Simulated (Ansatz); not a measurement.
The cell is COD entry 1540774, as deposited and not checked against the literature; nothing was relaxed. It is an old determination, and later ones may differ. The listed cell was then made from it by scaling, straining or moving an atom.

An input for SrTl: DFT, LDA, PAW with Ansatz's default frozen-core files, scalar-relativistic (Ansatz 0.2.0). The PAW files were made with PBE; their cores are remade for this functional.

Command: `ansatz run input.yaml --threads 1 --pin off --max-ram 3072MiB --backend cpu --events-out ev --progress --plain --runs-dir out` The run took 3.3 s on 1 thread of Intel(R) Xeon(R) Platinum 8375C CPU @ 2.90GHz (Ice Lake), with other jobs on the host, peak memory 0.42 GiB.

```yaml
crystal:
  lattice:
    - [4.0587027649, 0.0, 0.0]
    - [0.0, 4.0587027649, 0.0]
    - [0.0, 0.0, 4.0587027649]
  atoms:
    - { symbol: Sr, position: [0.0, 0.0, 0.0] }
    - { symbol: Tl, position: [0.5, 0.5, 0.5] }
kpoints:
  mp_grid: { grid: [8, 8, 8] }
scf:
  occupations: { method: fermi_dirac, width: 0.05 }
hamiltonian:
  xc: lda
  pseudopotentials: { kind: paw }
output:
  forces: true
  stress: true
  eigenvalues: true
  efg: { contact_densities: true }
```

The results part of the log:

```
SCF 1 converged in 6 iterations: F = -14591.928886 eV  dr2 = 7.74e-9
  greatest PAW one-centre occupation: 0.987 electrons in one spin orbital (limit 2), on the Sr atom at site 0 (counted from 0), in its partial waves of l = 0
SCF converged after 6 iterations
Free energy (F): -14591.928886 eV
Harris-Foulkes:  -14591.928886 eV  (|F-HF|=5.50e-9)
Internal energy: -14591.915185 eV  (E = F + TS)
E sigma→0 (E₀):  -14591.922035 eV
Entropy (-TS):   -0.013701 eV (-6.850 meV/atom)
Fermi energy:    8.496216 eV
--- Per-component energies (eV) ---
  E_band       = -111.449021
  E_kinetic    = 578.307483
  E_local      = -1622.856400  (includes V_loc(G=0)·N_el)
  E_nonlocal   = 526.985100
  E_hartree    = 514.759566
  E_xc         = -399.517137
  E_vxc        = -303.756866  (∫ρ·V_xc dr)
  E_paw        = -12465.961723  (= ΣΔE_a)
  E_vpaw       = -319.647174  (= ΣTr[D̂ρ^β])
  E_aug_tail   = 0.000030  (compensation charges beyond the density's cutoff)
  E_ewald      = -1723.784679
  E_core_change = 0.152575  (= ΣΔE_core)
  E_smearing   = -0.013701  (= −TS)
  E_closure    = 0.000000  (closes the sum)
  Σ components = -14591.928886   (vs F -14591.928886, Δ=0.00e0)
--- Forces (eV/Å), atoms counted from 1 ---
  atom   1  Sr    -0.00000000    -0.00000000     0.00000000
  atom   2  Tl     0.00000000    -0.00000000     0.00000000
  max |Σ_I F_I| component: 5.89e-29 eV/Å
--- Stress (GPa, compression-positive) ---
       -2.344882      -0.000000       0.000000
        0.000000      -2.344882       0.000000
        0.000000       0.000000      -2.344882
  P = ⅓ Tr σ = -2.3449 GPa (-23.449 kbar)
--- PAW observables at the nuclei: V_zz in 10²¹ V/m², potentials from the cell's mean, atoms counted from 1 ---
  atom   1  Sr V_zz =    -0.000000   η = 0.0000   by run symmetry: forbidden
            electrostatic potential = -5510.456997 V   contact ρ = 399276.667654 e/Å³
  atom   2  Tl V_zz =    +0.000000   η = 0.0000   by run symmetry: forbidden
            electrostatic potential = -17131.685040 V   contact ρ = 15225148.180588 e/Å³
--- Band table (eV; the first three rows and the last of 35) ---
  k-point 0: bands = ["-27.2152", "-9.1888", "-9.1888", "-9.1888", "-2.8837", "-2.8837", "-2.7718", "-2.7718", "-2.7718", "0.6431", "9.7449", "9.7449", "11.3002", "11.3002", "11.3002", "12.6309"]
  k-point 1: bands = ["-27.2137", "-9.2218", "-9.1869", "-9.1869", "-2.8814", "-2.8617", "-2.7751", "-2.7751", "-2.7706", "0.7950", "9.0558", "9.7909", "11.0044", "11.0429", "11.0429", "13.4846"]
  k-point 2: bands = ["-27.2100", "-9.3000", "-9.1824", "-9.1824", "-2.8758", "-2.8086", "-2.7829", "-2.7829", "-2.7676", "1.2188", "7.5113", "9.9106", "10.5765", "10.5765", "11.6587", "13.4826"]
  k-point 34: bands = ["-27.1850", "-9.3459", "-9.3459", "-9.3459", "-2.8260", "-2.8260", "-2.8260", "-2.6452", "-2.6452", "3.7036", "7.1067", "7.1067", "7.1067", "12.7949", "12.7949", "12.7949"]
```
